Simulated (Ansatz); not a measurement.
LaLuO$_{3}$ (cubic perovskite, Pm-3m), the program Ansatz at the LDA level (PAW), all energies at zero smearing, with the estimated change up to a 700 eV cutoff added, with one set of potentials and settings (totals compare only within such a set). Cell of 5 atoms (1 La, 1 Lu, 3 O): -22244.018 eV.

| element | reference phase | E (eV/atom) |
|---|---|---|
| La | P6_3/mmc, 4 atoms in the cell | -6076.3178 |
| Lu | P6_3/mmc, 2 atoms in the cell | -14493.4899 |
| O | C2/m, 4 atoms in the cell, spin-polarised | -552.6597 |

Formation energy per atom, worked out: (-22244.018 − 1×(-6076.3178) − 1×(-14493.4899) − 3×(-552.6597))/5 = -3.246 eV/atom (-313 kJ per mol of atoms), at 0 K, without zero-point energy or fitted corrections.

A made-up cell: these elements were put on the sites of a structure type; neither database checked (COD, Materials Project) lists it. Its standing as an ambient phase is unchecked. The cell was relaxed with LDA under the symmetry of its start. At this level the phase is dynamically unstable (imaginary phonons). The references are the lowest solids computed at this level, not always the standard phases (solids in place of the gases). Scalar-relativistic: spin–orbit coupling is off unless named, which matters more the heavier the elements.

Potentials: the earlier of the program's two PAW sets. The files were generated under PBE; for other functionals the program regenerates the frozen cores, and for LDA and PBEsol the local potential too.
